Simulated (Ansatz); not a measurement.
Data:

CoGe:
Space group C2/m (No. 12); a = 11.527 Å, b = 3.713 Å, c = 4.862 Å, α = γ = 90.00°, β = 99.58°

```tsv
atom	site	symmetry	x	y	z
Co	2a	2/m	0.0000	0.0000	0.0000
Co	2c	2/m	0.5000	0.5000	0.5000
Co	4i	m	0.1971	0.0000	0.3267
Ge	4i	m	0.3167	0.5000	0.1810
Ge	4i	m	0.0700	0.5000	0.2817
```
(The calculation used a cell of 8 atoms; values per cell refer to that cell.)

This is the PBEsol-relaxed structure.

Problem. All from DFT-PBEsol in the program Ansatz with PAW potentials, unless another level is named. Predict the electronic character.

Solution. metallic (no gap).

Problem. And the density of states at the Fermi level?

Solution. 0.55 states/eV per atom (mean over ±0.08 eV).

Problem. Next, the formation energy from the elements (no fitted shifts)?

Solution. -0.29 eV/atom.

The first step of the workflow began from a Materials Project structure, measured or hypothetical; the Crystallography Open Database copy checked does not list it. Whether it is the stable phase at ambient conditions was not checked. The PBEsol relaxation kept the symmetry of its start; of distortions, only those at the zone centre were tested. No spin polarisation was allowed. The references are the lowest solids computed at this level, not always the standard phases. Spin–orbit coupling is left out wherever it is not named.

Potentials: the later of the program's two PAW sets.
